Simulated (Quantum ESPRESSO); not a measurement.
GeSi is taken in the hexagonal space group P6₃mc (No. 186), the wurtzite structure, Pearson symbol hP4. Conventional cell: a = b = 3.902 Å, c = 6.434 Å, α = β = 90.00°, γ = 120.00°. Si on 2b is coordinated by 4 Ge at 2.394–2.409 Å (tetrahedral). Ge on 2b sees 4 Si at 2.394–2.409 Å (tetrahedral). (Neighbours: up to the widest gap in distance over summed covalent radii, below 1.35, at either atom.)

Cell and atoms were relaxed with PBEsol from Materials Project entry mp-978534, within its symmetry.

### Question
What does PBEsol (Quantum ESPRESSO, PseudoDojo norm-conserving, 78 Ry, with spin-orbit coupling) give for the electronic structure near the Fermi level?

### Answer
The PBEsol gap is indirect, 0.28 eV, from Γ to M; the smallest direct gap is 0.32 eV. 

The structure is a Materials Project entry; no match was found in the copy of COD used, and its stability was not checked.
